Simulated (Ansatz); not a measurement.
**E(q) of FeCu (Cmmm)**

```
Fe Cu
1.0
     1.43827   -1.98793    0.00000
     1.43827    1.98793    0.00000
     0.00000    0.00000    4.13814
Fe Cu
1 1
Direct
  0.00000 0.00000 0.00000
  0.50000 0.50000 0.50000
```

The geometry is a structure from the Materials Project, held fixed and not relaxed.

Common settings: PBEsol, 12×12×6 k mesh, Fermi–Dirac smearing of 0.03 eV. PAW means Ansatz 0.2.0 on its default frozen-core files; LAPW is all-electron LAPW in Ansatz 0.2.0. Site moments are integrated in spheres about the atoms, whose radii differ between the methods. Start moments of the first PAW run (μB): Fe1 2.6.

Flat spirals without spin–orbit coupling: moments start in the xy plane and turn about z by q·R from cell to cell, and their directions inside a cell are free. q runs from Γ to Y = (-0.500, 0.500, 0.000) in reciprocal cell vectors. Energies count from each method's run at q = 0. Each q is a vector of the k mesh, and the mesh is shifted by q/2 where needed, so that both spin components are sampled on the same points as at q = 0. In Ansatz a GGA is taken by the program's default for non-collinear spins.

```json
{"fraction of Γ–Y": "0.000", "q (1/Å)": "0.000", "ΔF PAW (meV/cell)": "0.0", "ΔF LAPW (meV/cell)": "0.0", "largest moment, PAW (μB)": "2.58"}
{"fraction of Γ–Y": "0.167", "q (1/Å)": "0.263", "ΔF PAW (meV/cell)": "+13.5", "ΔF LAPW (meV/cell)": "–", "largest moment, PAW (μB)": "2.52"}
{"fraction of Γ–Y": "0.333", "q (1/Å)": "0.527", "ΔF PAW (meV/cell)": "+56.2", "ΔF LAPW (meV/cell)": "+56.3", "largest moment, PAW (μB)": "2.49"}
{"fraction of Γ–Y": "0.500", "q (1/Å)": "0.790", "ΔF PAW (meV/cell)": "+128.9", "ΔF LAPW (meV/cell)": "–", "largest moment, PAW (μB)": "?"}
{"fraction of Γ–Y": "0.667", "q (1/Å)": "1.054", "ΔF PAW (meV/cell)": "+231.6", "ΔF LAPW (meV/cell)": "+231.5", "largest moment, PAW (μB)": "2.29"}
{"fraction of Γ–Y": "0.833", "q (1/Å)": "1.317", "ΔF PAW (meV/cell)": "+325.0", "ΔF LAPW (meV/cell)": "–", "largest moment, PAW (μB)": "2.18"}
{"fraction of Γ–Y": "1.000", "q (1/Å)": "1.580", "ΔF PAW (meV/cell)": "?", "ΔF LAPW (meV/cell)": "–", "largest moment, PAW (μB)": "2.11"}
```

Problem. Give the missing entry: row "1.000", column "ΔF PAW (meV/cell)".

Solution. +355.7.

Problem. What belongs in the row "0.500", column "largest moment, PAW (μB)"?

Solution. 2.40.

q = 0 is the lowest point of the line, so the state at q = 0 is stable against these spirals.

The PAW files were made with PBE; the program remakes their cores once for the run's functional and then keeps them frozen. The Ansatz runs typed with the search for lower states off end where their start leads. These are results for the start and cell typed. The real compound can order otherwise, in a larger cell, or not at all, since semilocal functionals without spin fluctuations often overstate magnetism; near a collapse of the moment, mesh and smearing move it by tens of per cent.
